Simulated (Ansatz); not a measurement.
C in space group I4_1/amd (No. 141; C on 8e) at seven volumes, the program Ansatz at the PBE level (PAW), shape and atoms relaxed at each. One row is withheld.

| V (Å³/atom) | P (GPa) |
|---|---|
| 6.343 | ? |
| 6.552 | 22.80 |
| 6.761 | 10.63 |
| 6.970 | 0.00 |
| 7.179 | -9.26 |
| 7.388 | -17.34 |
| 7.598 | -24.39 |

Question: Fit the shown pressures and predict the withheld one.

Answer: P = (3/2)B₀(x^(7/2) − x^(5/2))[1 + (3/4)(B′ − 4)(x − 1)] with x = (V₀/V)^(2/3). Least squares on the six rows gives V₀ = 6.970 Å³/atom, B₀ = 330 GPa, B′ = 3.58. At V = 6.343, x = 1.0649 and P = 36.80 GPa. The run itself gave 36.76 GPa.

The start of the workflow was typed in or built on a structure type; the Crystallography Open Database files this formula in space group No. 141, but the cells were not matched. It is not the phase usual at ambient conditions (space group No. 194, 227). Symmetry was held in the PBE relaxation; its stability against distortions is not shown here.

Potentials: the later of the program's two PAW sets.
